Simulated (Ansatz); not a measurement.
**O-17 NMR of the central transition in Li₃V₄CuO₁₂**

Cell: a Materials Project structure (computed, not necessarily an observed phase), taken as it stands.

```
CELL_PARAMETERS angstrom
5.13054 -4.56157 0.00000
5.13054 4.56157 0.00000
-2.15220 0.00000 5.45736
ATOMIC_POSITIONS crystal
Li 0.09507 0.90493 0.00000
Li 0.24332 0.75668 0.50000
Li 0.75667 0.24333 0.00000
V 0.20052 0.38968 0.01981
V 0.38907 0.20063 0.51879
V 0.61032 0.79948 0.98018
V 0.79937 0.61093 0.48121
Cu 0.90767 0.09233 0.50000
O 0.01579 0.21632 0.90073
O 0.09877 0.62647 0.07635
O 0.21348 0.01846 0.40928
O 0.35987 0.35784 0.81036
O 0.37353 0.90123 0.92365
O 0.36014 0.36081 0.31069
O 0.64216 0.64013 0.18964
O 0.62860 0.09876 0.57791
O 0.63919 0.63986 0.68931
O 0.78368 0.98421 0.09927
O 0.90124 0.37140 0.42208
O 0.98154 0.78652 0.59072
```

Atom numbers follow the list; atoms alike are taken as one site, whose name carries the number of the first.

Computed with Ansatz: DFT, PBE, plane waves and PAW, scalar-relativistic, 420 eV cutoff, Γ-centred 4×4×5 k-points, Fermi–Dirac smearing 0.02 eV.

O-17 has I = 5/2 and Q = -25.58 mb (Pyykkö 2018); at 21.1 T its Larmor frequency is ν₀ = 121.8 MHz. Only the quadrupole interaction is simulated: positions count from each site's isotropic chemical shift, and J coupling is left out, as are shift anisotropy and dipolar coupling, which fast spinning averages.

(1) What does the O-17 spectrum (fast magic-angle spinning) show for each site?

Answers

(1) 

```
site                                                         first shell  C_Q (MHz)     η  P_Q (MHz)  δ_QIS (ppm)  breadth (kHz)
  O9                  1 V at 1.71 Å, 2 Li at 1.99–2.33 Å, 1 Cu at 2.21 Å       2.52  0.82       2.78        -3.13          0.863
 O10                  1 V at 1.68 Å, 1 Li at 2.08 Å; also 1 Li at 2.37 Å       1.32  0.33       1.34       -0.727          0.204
 O11  1 V at 1.71 Å, 1 Li at 1.98 Å; also 1 Li at 2.25 Å, 1 Cu at 2.27 Å       1.95  0.78       2.13        -1.84          0.510
 O12                 2 V at 1.80–1.81 Å, angle 141°; also 1 Li at 2.76 Å      -2.36  0.15       2.37        -2.27          0.619
 O14                      2 V at 1.81 Å, angle 140°; also 1 Li at 2.75 Å      -2.23  0.08       2.23        -2.02          0.540
 O16                  1 V at 1.69 Å, 1 Cu at 2.08 Å; also 1 Li at 2.36 Å       2.10  0.93       2.38        -2.29          0.619
```

δ_QIS = −(ν_Q²/30ν₀²)[I(I+1) − 3/4](1 + η²/3) × 10⁶ ppm with ν_Q = 3|C_Q|/[2I(2I−1)]; it falls as 1/B₀² in ppm, and the breadth as 1/B₀ in kHz.

At O12 and O14 V_zz runs parallel to the line that joins its two neighbours (within 6°) in each case.

At this cell the principal stresses reach 5 GPa in size with PBE, which can matter for small gradients. The largest force is 0.9 eV/Å, so the atoms aren't at the calculated equilibrium and relaxing them would move these values.

The run took 2 min of wall time (2 min of CPU time) and 0.79 GiB at its peak, on 1 thread of Arm Neoverse V2 (aarch64; 8 cores open to the job, memory cap 2.5 GiB, no GPU), a shared host with a load of 0.5 a core.
